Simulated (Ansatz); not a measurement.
Relaxed candidate structures of CaF2:

A. Fm-3m (No. 225), cF12, fluorite type; a = b = c = 5.4204 Å, α = β = γ = 90.00°; Ca 4a (0.000, 0.000, 0.000); F 8c (0.250, 0.250, 0.250)

B. Pnma (No. 62), oP12; a = 5.9038 Å, b = 3.5643 Å, c = 6.9522 Å, α = 90.00°, β = 90.00°, γ = 90.00°; Ca 4c (0.249, 0.750, 0.392); F 4c (0.482, 0.250, 0.163); F 4c (0.142, 0.750, 0.076)

C. Pmc2₁ (No. 26), oP6; a = 3.470 Å, b = 4.105 Å, c = 5.876 Å, α = 90.00°, β = 90.00°, γ = 90.00°; Ca 2a (0.000, 0.144, 0.702); F 2b (0.500, 0.089, 0.980); F 2a (0.000, 0.368, 0.351)

Rank these by energy per atom (lowest first), as PBEsol (plane waves to 420 eV, PAW, scalar-relativistic; Ansatz, a program for electronic structure) gives it.

A (reference, the lowest of the structures calculated here), B (+42 meV/atom), C (+189 meV/atom)

Give each candidate's band gap.

No candidate is metallic. A: 7.25 eV (no spin-orbit coupling); B: 7.71 eV (no spin-orbit coupling); C: 6.32 eV (no spin-orbit coupling).

Each run could gain symmetry but not lose that of its start, so entries can be saddle points.  Static energies at zero pressure. The runs use different k-meshes, so differences are rounded accordingly. No spin polarisation in the result. Gaps of cells over 8 atoms come from the SCF mesh and high-symmetry points alone.
